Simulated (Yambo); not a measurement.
Li2PdO3 (space group C2/m, No. 12), G0W0@LDA (Yambo, plasmon pole, terminator in G, 2×2×2 mesh): gap (-0.5, -0.5, 0) → (-0.5, -0.5, -0.5) in eV by bands and screening block.

| bands (W and G) | 2 Ry | 3 Ry | 4 Ry | 6 Ry | 7 Ry |
|---|---|---|---|---|---|
| 62 | ___ | 2.94 | 2.89 | 2.81 | 2.81 |
| 82 | ___ | 2.91 | 2.86 | 2.78 | 2.78 |
| 109 | ___ | 2.89 | 2.84 | 2.77 | 2.77 |
| 143 | 3.20 | 2.88 | 2.82 | 2.75 | 2.75 |
| 177 | 3.20 | 2.88 | 2.82 | 2.74 | 2.74 |

Q: Estimate the withheld gaps from their neighbours; the computed values follow.

A: 
- 62, 2 Ry: 3.25
- 82, 2 Ry: 3.22
- 109, 2 Ry: 3.21

The largest settings aren't shown to be the converged limit.

Spin-orbit coupling is not included.

Geometry of the Materials Project entry, not relaxed at this level; primitive cell a = 5.1008 Å, b = 5.1008 Å, c = 5.0589 Å, α = 99.68°, β = 99.68°, γ = 119.95°.

The structure is a Materials Project entry; no match was found in the copy of COD used, and its stability was not checked.
